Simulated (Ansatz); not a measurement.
Here is an unrelaxed guess for AlGa2As3.

```
Al Ga As
1.0
     6.17710    0.00000    0.00000
    -3.08855    5.34953    0.00000
     0.00000    0.00000    3.43098
Al Ga As
1 2 3
Direct
  0.00000 0.00000 0.00000
  0.33333 0.66667 0.00000
  0.66667 0.33333 0.00000
  0.50000 0.00000 0.50000
  0.50000 0.50000 0.50000
  0.00000 0.50000 0.50000
```

Level of theory: DFT PBE, scalar-relativistic, plane waves, PAW in Ansatz 0.2.0. Cutoff 420 eV; k points 3×3×6 on the computed 6-atom cell (Γ-centred); Gaussian smearing, width 0.10 eV; no spin polarisation.

Formation energies are uncorrected and refer to the elements' standard structures at the same level.

**Question.** Estimate its pressure, forces and energy as it stands.

**Answer.** The pressure is 15.4 GPa (the mean over three directions, positive in compression), the largest force is 0.00 eV/Å (symmetry fixes the atoms), and the energy is +0.54 eV/atom against the elements. The shortest distance is 2.47 Å.

**Question.** How much does it gain on relaxing, and where does it end?

**Answer.** Relaxing gains about 0.15 eV/atom (the start's value is from the coarse mesh, so the gain is rough) in 14 ionic steps and ends at +0.39 eV/atom on the finer mesh. The symmetry stays P6/mmm (No. 191). The volume per atom grows by 21.2 %, from 18.9 to 22.9 Å³. The shortest distance goes from 2.47 Å (Ga–As) to 2.67 Å (Ga–As). Conventional cell: a = 6.428 Å, c = 3.841 Å. Al has 6 Ga at 3.71 Å, 12 As at 3.74 Å and 2 Al at 3.84 Å (long contacts); Ga has 6 As at 2.67 Å, 3 Al at 3.71 Å and 5 Ga at 3.71–3.84 Å; As has 4 Ga at 2.67 Å, 4 As at 3.21 Å and 4 Al at 3.74 Å.

The last run used a 6×6×10 mesh (in the run's order of axes) for its 6-atom cell and Gaussian smearing of 0.10 eV. The reference form of As is held partly by dispersion forces, which this level lacks. The relaxation can't lower the symmetry of the start. A structure relaxed within its symmetry needn't be a true minimum. Another cell of AlGa2As3 relaxed alike, in P4/mmm, lies 260 meV/atom lower, so this cell isn't the stable form at this level.
